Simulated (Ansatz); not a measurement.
Input, command and steps of an Ansatz relaxation.

```yaml
crystal:
  lattice:
    - [-3.5551998059, 3.5551998059, 4.0500829332]
    - [3.5551998059, -3.5551998059, 4.0500829332]
    - [3.5551998059, 3.5551998059, -4.0500829332]
  atoms:
    - { symbol: B, position: [0.25, 0.75, 0.5] }
    - { symbol: B, position: [0.75, 0.25, 0.5] }
    - { symbol: I, position: [0.2296638719, 0.2296638719, 0.4593277437] }
    - { symbol: I, position: [0.2296638719, 0.7703361281, 0.0] }
    - { symbol: I, position: [0.7703361281, 0.2296638719, 0.0] }
    - { symbol: I, position: [0.7703361281, 0.7703361281, 0.5406722563] }
basis:
  ecutwfc: 420
kpoints:
  mp_grid: { grid: [4, 4, 4] }
hamiltonian:
  xc: pbe
scf:
  occupations: { method: gaussian, width: 0.1 }
  lower_state_search: "off"
output:
  forces: true
  stress: true
  eigenvalues: true
relax:
  adjacent_minimum: "off"
  f_tol: 0.04
  max_steps: 70
  cell: { stress_tol: 0.4 }
```

```bash
ansatz run input.yaml --threads 1 --pin off --max-ram 2560MiB --backend cpu --events-out ev --progress --plain --runs-dir out
```

Level of theory: DFT PBE, scalar-relativistic, plane waves, PAW in Ansatz.

Of 5 frames 5 are shown, positions in Å and forces in eV/Å; the SCF threshold varies from step to step. Steps run on the plane waves of an earlier cell, with a Pulay correction in the pressure. The basis is chosen afresh for the last frame, the zero of the energies, and at times for earlier ones too; energy and pressure step there, also at an unchanged geometry.

```xyz
6
Lattice="-3.5552 3.5552 4.0501 3.5552 -3.5552 4.0501 3.5552 3.5552 -4.0501" Properties=species:S:1:pos:R:3:forces:R:3 pbc="T T T" step=1 free_energy_over_end_meV_per_atom=70.78 pressure_GPa=-1.32
B     3.5552    0.0000    2.0250    0.0000    0.0000    0.0000
B     0.0000    3.5552    2.0250    0.0000    0.0000    0.0000
I     1.6330    1.6330    0.0000    0.4881    0.4881    0.0000
I     1.9222   -1.9222    4.0501   -0.4881    0.4881    0.0000
I    -1.9222    1.9222    4.0501    0.4881   -0.4881    0.0000
I     1.9222    1.9222    4.0501   -0.4881   -0.4881    0.0000
6
Lattice="-3.4833 3.4833 3.9425 3.4833 -3.4833 3.9425 3.4833 3.4833 -3.9425" Properties=species:S:1:pos:R:3:forces:R:3 pbc="T T T" step=2 free_energy_over_end_meV_per_atom=4.02 pressure_GPa=-0.96
B     3.4833    0.0000    1.9713    0.0000    0.0000    0.0000
B     0.0000    3.4833    1.9713    0.0000    0.0000    0.0000
I     1.7351    1.7351    0.0000    0.0260    0.0260    0.0000
I     1.7482   -1.7482    3.9425   -0.0260    0.0260    0.0000
I    -1.7482    1.7482    3.9425    0.0260   -0.0260    0.0000
I     1.7482    1.7482    3.9425   -0.0260   -0.0260    0.0000
6
Lattice="-3.4068 3.4068 3.8795 3.4068 -3.4068 3.8795 3.4068 3.4068 -3.8795" Properties=species:S:1:pos:R:3:forces:R:3 pbc="T T T" step=3 free_energy_over_end_meV_per_atom=1.08 pressure_GPa=0.50
B     3.4068    0.0000    1.9397    0.0000    0.0000    0.0000
B     0.0000    3.4068    1.9397    0.0000    0.0000    0.0000
I     1.7181    1.7181    0.0000   -0.0751   -0.0751    0.0000
I     1.6887   -1.6887    3.8795    0.0751   -0.0751    0.0000
I    -1.6887    1.6887    3.8795   -0.0751    0.0751    0.0000
I     1.6887    1.6887    3.8795    0.0751    0.0751    0.0000
6
Lattice="-3.4356 3.4356 3.8703 3.4356 -3.4356 3.8703 3.4356 3.4356 -3.8703" Properties=species:S:1:pos:R:3:forces:R:3 pbc="T T T" step=4 free_energy_over_end_meV_per_atom=-0.47 pressure_GPa=0.03
B     3.4356    0.0000    1.9352    0.0000    0.0000    0.0000
B     0.0000    3.4356    1.9352    0.0000    0.0000    0.0000
I     1.7178    1.7178    0.0000   -0.0003   -0.0003    0.0000
I     1.7177   -1.7177    3.8703    0.0003   -0.0003    0.0000
I    -1.7177    1.7177    3.8703   -0.0003    0.0003    0.0000
I     1.7177    1.7177    3.8703    0.0003    0.0003    0.0000
6
Lattice="-3.4356 3.4356 3.8703 3.4356 -3.4356 3.8703 3.4356 3.4356 -3.8703" Properties=species:S:1:pos:R:3:forces:R:3 pbc="T T T" step=5 free_energy_over_end_meV_per_atom=0.00 pressure_GPa=0.03
B     3.4356    0.0000    1.9352    0.0000    0.0000    0.0000
B     0.0000    3.4356    1.9352    0.0000    0.0000    0.0000
I     1.7178    1.7178    0.0000   -0.0003   -0.0003    0.0000
I     1.7177   -1.7177    3.8703    0.0003   -0.0003    0.0000
I    -1.7177    1.7177    3.8703   -0.0003    0.0003    0.0000
I     1.7177    1.7177    3.8703    0.0003    0.0003    0.0000
```

The start is a random arrangement. At the end the space group is P4/mmm (tolerance 0.05 Å).

Time: 34 s on 1 thread of Intel(R) Xeon(R) Platinum 8488C (Sapphire Rapids), with other jobs on the host, peak memory 0.51 GiB.

The k mesh is coarse.